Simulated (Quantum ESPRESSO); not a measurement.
Space group C2/m (No. 12); a = 9.293 Å, b = 3.472 Å, c = 6.721 Å, α = γ = 90.00°, β = 112.55°

```tsv
atom	site	symmetry	x	y	z
O	4i	m	0.1916	0.5000	0.0628
O	4i	m	0.0338	0.0000	0.2191
O	4i	m	0.3468	0.0000	0.3875
Mg	2c	2/m	0.5000	0.5000	0.5000
V	4i	m	0.1906	0.0000	0.1536
```
(The calculation used a cell of 9 atoms; values per cell refer to that cell.)

The geometry is that of Materials Project entry mp-1176494, symmetrised and not relaxed again.

Problem. What does LDA (pw.x of Quantum ESPRESSO, ONCV potentials, no spin-orbit coupling) give for the electronic structure near the Fermi level?

Solution. The LDA gap is 2.55 eV; at least one edge lies off the plotted path, at a point of the SCF mesh. The smallest direct gap is 2.59 eV. Another conduction extremum on the path lies within 0.02 eV, too close to call. The 3d shell has no Hubbard U; the runs are without spin polarisation, and magnetic order was not tried.
